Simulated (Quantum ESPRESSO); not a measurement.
```
Rb2ScAgF6
1.0
    0.00000     4.49301     4.49301
    4.49301     0.00000     4.49301
    4.49301     4.49301     0.00000
F Sc Rb Ag
6 1 2 1
Direct
  0.77350   0.22650   0.22650
  0.22650   0.77350   0.77350
  0.22650   0.77350   0.22650
  0.77350   0.22650   0.77350
  0.22650   0.22650   0.77350
  0.77350   0.77350   0.22650
  0.00000   0.00000   0.00000
  0.75000   0.75000   0.75000
  0.25000   0.25000   0.25000
  0.50000   0.50000   0.50000
```

The geometry is that of Materials Project entry mp-1110600, symmetrised and not relaxed again.

What does LDA (pw.x of Quantum ESPRESSO, ONCV potentials, scalar-relativistic) give for the electronic structure near the Fermi level?

The LDA gap is indirect, 2.96 eV, from L to Γ; the smallest direct gap is 3.20 eV. Another valence extremum on the path lies within 0.02 eV, too close to call. Spin-orbit splittings are left out.

The structure is a Materials Project entry; no match was found in the copy of COD used, and its stability was not checked.
